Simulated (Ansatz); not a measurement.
Input and command of a plane-wave DFT calculation in Ansatz:

```yaml
crystal:
  lattice:
    - [3.0299525574, 0.0, 0.0]
    - [0.0, 3.0299525574, 0.0]
    - [0.0, 0.0, 3.692]
  atoms:
    - { symbol: Hg, position: [0.0, 0.0, 0.0] }
    - { symbol: Pd, position: [0.5, 0.5, 0.5] }
basis:
  ecutwfc: 500
kpoints:
  mp_grid: { grid: [14, 14, 12] }
hamiltonian:
  xc: r2scan
scf:
  occupations: { method: gaussian, width: 0.1 }
output:
  forces: true
  stress: true
  eigenvalues: true
  populations: true
```

```bash
ansatz run input.yaml --threads 1 --pin off --max-ram 2560MiB --backend cpu --events-out ev --progress --plain --runs-dir out
```

Processor: Arm Neoverse V1, 1 thread, on a host shared with other jobs.

Estimate time, memory and problem size.

About 28 s on 1 thread of Arm Neoverse V1, on a shared host, peak memory 0.51 GiB. It solves 23 bands at 252 k points (the mesh reduced by symmetry) with about 861 plane waves, in 7 SCF iterations.
